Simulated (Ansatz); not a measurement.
An Ansatz (a quantum-chemistry and plane-wave program) run. Input:

Ansatz 0.2 input:
```yaml
crystal:
  lattice:
    - [0.0, 4.6330942491, 4.6330942491]
    - [4.6330942491, 0.0, 4.6330942491]
    - [4.6330942491, 4.6330942491, 0.0]
  atoms:
    - { symbol: Cs, position: [0.25, 0.25, 0.25] }
    - { symbol: Cs, position: [0.75, 0.75, 0.75] }
    - { symbol: Cs, position: [0.5, 0.5, 0.5] }
    - { symbol: Co, position: [0.0, 0.0, 0.0] }
    - { symbol: F, position: [0.8006096401, 0.1993903599, 0.1993903599] }
    - { symbol: F, position: [0.1993903599, 0.8006096401, 0.8006096401] }
    - { symbol: F, position: [0.1993903599, 0.8006096401, 0.1993903599] }
    - { symbol: F, position: [0.8006096401, 0.1993903599, 0.8006096401] }
    - { symbol: F, position: [0.1993903599, 0.1993903599, 0.8006096401] }
    - { symbol: F, position: [0.8006096401, 0.8006096401, 0.1993903599] }
kpoints:
  mp_grid: { grid: [3, 3, 3] }
hamiltonian:
  xc: hse06
  pseudopotentials: { kind: paw }
scf:
  n_extra_bands: 10
  occupations: { method: fixed }
output:
  eigenvalues: true
  eigenstates:
    e_range: [-9.0, 12.1]
    kpoints:
      - [0.0, 0.5, 0.5]  # VBM
      - [0.0, 0.0, 0.0]  # CBM
      - [0.0, 0.0, 0.0]  # GAMMA
      - [0.5, 0.0, 0.5]  # X
      - [0.5, 0.5, 0.5]  # L
      - [0.5, 0.25, 0.75]  # W
      - [0.375, 0.375, 0.75]  # K
      - [0.625, 0.25, 0.625]  # U
```

Output (shortened):

```
Pseudopotential: Cs, paw, valence charge 9
Pseudopotential: Co, paw, valence charge 17
Pseudopotential: F, paw, valence charge 7
Functional definition: HSE06
davidson cushion auto → on  (no smearing: the cushion is to keep the highest requested band from converging to the state above it …
Crystal: 10 atoms, lattice volume = 198.904 Å³
Basis set: ecut = 420 eV, 3839 PW (Γ)
Bands: 53, of which v1, the nominal top of the filled ones, is band 43 counted from 1 (42 counted from 0)
Symmetry: 48 space group operations
Space group: Fm-3m (ITA 225), of the structure as read, at distance tolerance 5.8e-5 Å
k-points: 4 of 27
SCF iter   1: F=—  HF=-26996.305174 eV  |F-HF|=—  |Δ(HF+E_count)|=         —  Δρ=2.53e-3  dr2=7.74e-3  ethr=1.77e-3  ⟨swp⟩=11.0  Hψ=1094  notcnv=0
preconditioner: auto → none
SCF iter   2: F=—  HF=-26996.316116 eV  |F-HF|=—  |Δ(HF+E_count)|=   1.09e-2  Δρ=4.22e-3  dr2=2.46e-2  ethr=9.00e-6  ⟨swp⟩=5.5  Hψ=883  notcnv=0
SCF iter   3: F=—  HF=-26996.312829 eV  |F-HF|=—  |Δ(HF+E_count)|=   3.29e-3  Δρ=1.24e-3  dr2=1.92e-3  ethr=9.00e-6  ⟨swp⟩=4.0  Hψ=545  notcnv=0
iter 4 solved again at ethr=5.55e-8 eV; its pass at ethr=2.24e-6 eV (dr2=4.77e-5 eV) is discarded
SCF iter   4: F=-26996.312946 eV  HF=-26996.312959 eV  |F-HF|=1.32e-5  |Δ(HF+E_count)|=   1.30e-4  Δρ=2.47e-4  dr2=5.44e-5  ethr=5.55e-8  ⟨swp⟩=4.5  Hψ=1126  notcnv=0
SCF 1 stopped early in 4 iterations: F = -26996.312946 eV  dr2 = 5.44e-5
Crystal: 10 atoms, lattice volume = 198.904 Å³
Exchange kernel: α = 0.2500, screened, ω = 0.2079 Å⁻¹, Wigner–Seitz truncation, v(0) = 1043.4703 eV·Å³, q-mesh 3×3×3, nearest image of the exchange supercell L …
Frozen-core exchange: fock
SCF iter   1: F=—  HF=-27009.282807 eV  |F-HF|=—  |Δ(HF+E_count)|=         —  Δρ=1.93e-2  dr2=7.14e-1  ethr=6.33e-7  ⟨swp⟩=7.8  Hψ=1312  notcnv=0
preconditioner: auto → none
SCF iter   2: F=—  HF=-27009.341618 eV  |F-HF|=—  |Δ(HF+E_count)|=   5.88e-2  Δρ=2.88e-2  dr2=1.16e0  ethr=6.33e-7  ⟨swp⟩=6.2  Hψ=1122  notcnv=0
SCF iter   3: F=—  HF=-27009.136253 eV  |F-HF|=—  |Δ(HF+E_count)|=   2.05e-1  Δρ=6.09e-3  dr2=3.77e-2  ethr=6.33e-7  ⟨swp⟩=5.8  Hψ=958  notcnv=0
SCF iter   4: F=—  HF=-27009.193119 eV  |F-HF|=—  |Δ(HF+E_count)|=   5.69e-2  Δρ=1.76e-3  dr2=5.28e-3  ethr=6.33e-7  ⟨swp⟩=5.0  Hψ=865  notcnv=0
SCF iter   5: F=—  HF=-27009.191584 eV  |F-HF|=—  |Δ(HF+E_count)|=   1.54e-3  Δρ=7.10e-4  dr2=1.69e-3  ethr=6.33e-7  ⟨swp⟩=4.0  Hψ=733  notcnv=0
SCF iter   6: F=—  HF=-27009.195420 eV  |F-HF|=—  |Δ(HF+E_count)|=   3.84e-3  Δρ=1.06e-3  dr2=1.89e-3  ethr=6.33e-7  ⟨swp⟩=4.2  Hψ=571  notcnv=0
SCF iter   7: F=—  HF=-27009.195432 eV  |F-HF|=—  |Δ(HF+E_count)|=   1.19e-5  Δρ=8.12e-4  dr2=1.02e-3  ethr=6.33e-7  ⟨swp⟩=3.2  Hψ=482  notcnv=0
SCF iter   8: F=-27009.195226 eV  HF=-27009.195260 eV  |F-HF|=3.36e-5  |Δ(HF+E_count)|=   1.73e-4  Δρ=1.67e-4  dr2=4.91e-5  ethr=6.33e-7  ⟨swp⟩=3.8  Hψ=509  notcnv=0
SCF 2 stopped early in 8 iterations: F = -27009.195226 eV  dr2 = 4.91e-5
hybrid outer 1: dexx = +8.245e-2 eV, tail = 3.18e-4 eV
Crystal: 10 atoms, lattice volume = 198.904 Å³
Exchange kernel: α = 0.2500, screened, ω = 0.2079 Å⁻¹, Wigner–Seitz truncation, v(0) = 1043.4703 eV·Å³, q-mesh 3×3×3, nearest image of the exchange supercell L …
Frozen-core exchange: fock
SCF iter   1: F=—  HF=-27009.194715 eV  |F-HF|=—  |Δ(HF+E_count)|=         —  Δρ=1.24e-4  dr2=2.58e-5  ethr=1.85e-6  ⟨swp⟩=3.0  Hψ=503  notcnv=0
preconditioner: auto → none
SCF iter   2: F=—  HF=-27009.194734 eV  |F-HF|=—  |Δ(HF+E_count)|=   1.85e-5  Δρ=1.96e-4  dr2=5.68e-5  ethr=2.89e-8  ⟨swp⟩=4.2  Hψ=668  notcnv=0
SCF iter   3: F=—  HF=-27009.194725 eV  |F-HF|=—  |Δ(HF+E_count)|=   8.49e-6  Δρ=4.88e-5  dr2=3.02e-6  ethr=2.89e-8  ⟨swp⟩=3.8  Hψ=511  notcnv=0
iter 4 solved again at ethr=2.50e-10 eV; its pass at ethr=3.36e-9 eV (dr2=2.15e-7 eV) is discarded
SCF iter   4: F=—  HF=-27009.194725 eV  |F-HF|=—  |Δ(HF+E_count)|=   5.41e-7  Δρ=1.14e-5  dr2=2.30e-7  ethr=2.50e-10  ⟨swp⟩=3.8  Hψ=1042  notcnv=0
SCF iter   5: F=-27009.194725 eV  HF=-27009.194725 eV  |F-HF|=4.85e-8  |Δ(HF+E_count)|=   4.71e-8  Δρ=5.54e-6  dr2=5.77e-8  ethr=2.50e-10  ⟨swp⟩=2.2  Hψ=469  notcnv=0  defer=1
SCF 3 converged in 5 iterations: F = -27009.194725 eV  dr2 = 5.77e-8
hybrid outer 2: dexx = +1.061e-5 eV, tail = 3.39e-7 eV, Δε = 3.08e-3 eV (about 1.10e-4 eV left of the loop's levels)
NSCF: frozen V_eff on 8 k-points
hybrid SCF converged: 2 outer / 13 inner (+4 warm-up), last move |dexx| = 1.06e-5 eV, tail = 3.39e-7 eV
Stability not checked (fock_operator)
Free energy (F): -27009.194723 eV
Frozen-core exchange: fock
Harris-Foulkes:  -27009.194723 eV  (|F-HF|=4.85e-8)
Internal energy: -27009.194723 eV  (E = F + TS)
E sigma→0 (E₀):  -27009.194723 eV
Fermi energy:    2.660493 eV
--- Per-component energies (eV) ---
  E_band       = -924.471336
  E_kinetic    = 2127.548401
  E_local      = -11002.033549  (includes V_loc(G=0)·N_el)
  E_nonlocal   = 975.029821
  E_hartree    = 4654.787529
  E_xc         = -931.313527
  E_vxc        = -956.600639  (∫ρ·V_xc dr)
  E_exx        = -293.621718  (= α·E_x^exact, valence–valence)
  E_paw        = -17865.213041  (= ΣΔE_a)
  E_vpaw       = -790.781354  (= ΣTr[D̂ρ^β])
  E_aug_tail   = 0.012291  (compensation charges beyond the density's cutoff)
  E_ewald      = -4673.526033
  E_core_change = -0.864897  (= ΣΔE_core)
  E_smearing   =  0.000000  (= −TS)
  E_closure    = 0.000000  (closes the sum)
  Σ components = -27009.194723   (vs F -27009.194723, Δ=-3.64e-12)
  [band-id]    e_kinetic+e_local+e_nonlocal+2·e_hartree+e_vxc+2·e_exx+e_vpaw+e_augmentation_tail = -924.493408   (vs E_band -924.471336, Δ=-2.21e-2)
--- Band table (eV) ---
  k-point 0: bands = ["-96.5056", "-58.0831", "-58.0831", "-58.0831", "-20.4631", "-19.8429", "-19.8429", "-19.8429", "-19.7626", "-19.7626", "-17.2357", "-17.2025", "-16.7348", "-3.6211", "-3.6211", "-3.6211", "-3.5759", "-3.5759", "-3.5759", "-2.6545", …
  k-point 1: bands = ["-96.5056", "-58.0832", "-58.0831", "-58.0831", "-20.4185", "-19.8932", "-19.8371", "-19.8371", "-19.7691", "-19.7691", "-17.2288", "-17.2158", "-16.7327", "-3.7120", "-3.7120", "-3.6623", "-3.3300", "-3.3300", "-3.0543", "-3.0273", …
  k-point 2: bands = ["-96.5057", "-58.0832", "-58.0832", "-58.0832", "-20.4102", "-19.8673", "-19.8449", "-19.8449", "-19.7953", "-19.7616", "-17.2284", "-17.2192", "-16.7351", "-3.7231", "-3.7231", "-3.4440", "-3.1447", "-3.1447", "-3.1110", "-3.0741", …
  k-point 3: bands = ["-96.5056", "-58.0832", "-58.0832", "-58.0832", "-20.3932", "-19.8881", "-19.8516", "-19.8382", "-19.7869", "-19.7685", "-17.2259", "-17.2246", "-16.7336", "-3.7108", "-3.6983", "-3.4077", "-3.2832", "-3.1993", "-3.0112", "-2.8554", …
```

Cost: roughly 4 core-minutes on shared cores.

The points marked VBM and CBM come from a semilocal run.

The workflow started from a Materials Project entry (that database holds measured and hypothetical structures alike); the Crystallography Open Database copy checked does not list it. Whether it is the stable phase at ambient conditions was not checked. The cell was relaxed with r²SCAN under the symmetry of its start; whether a distortion lowers the energy is not shown. The run is not spin-polarised. No Hubbard U is applied. Spin–orbit coupling is left out wherever it is not named.

Potentials: the later of the program's two PAW sets.

Ansatz is a plane-wave DFT program.
